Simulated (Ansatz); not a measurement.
Polymorphs of TiS$_{2}$, each relaxed with LDA (plane waves, PAW; program Ansatz):

A: P6_3/mmc
a = b = 3.2743 Å, c = 11.3962 Å, α = β = 90.00°, γ = 120.00°

| atom | site | symmetry | x | y | z |
|---|---|---|---|---|---|
| Ti | 2c | -6m2 | 0.3333 | 0.6667 | 0.2500 |
| S | 4f | 3m. | 0.6667 | 0.3333 | 0.1201 |

B: CdI2 type (P-3m1)
a = b = 3.3148 Å, c = 5.4464 Å, α = β = 90.00°, γ = 120.00°

```json
[
 {"atom": "Ti", "site": "1a", "symmetry": "-3m.", "x": "0.0000", "y": "0.0000", "z": "0.0000"},
 {"atom": "S", "site": "2d", "symmetry": "3m.", "x": "0.3333", "y": "0.6667", "z": "0.2609"}
]
```

### Question
Order them by energy per atom at 0 K (lowest first) at the level LDA.

### Answer
B (+0 meV/atom), A (+158 meV/atom)

Not the usual ambient phase: A. Weakly bound layers, chains or molecules computed without a dispersion correction, so cells and soft constants are ill determined: A; B. All cells were relaxed under the symmetry of their starts (and spin orders); stability against distortions was not tested throughout. Rows with no word on spin ran without spin polarisation.

Energies hold the estimated change up to a 700 eV cutoff; steps of a few meV lie near the error of the meshes.

Potentials: the later of the program's two PAW sets.
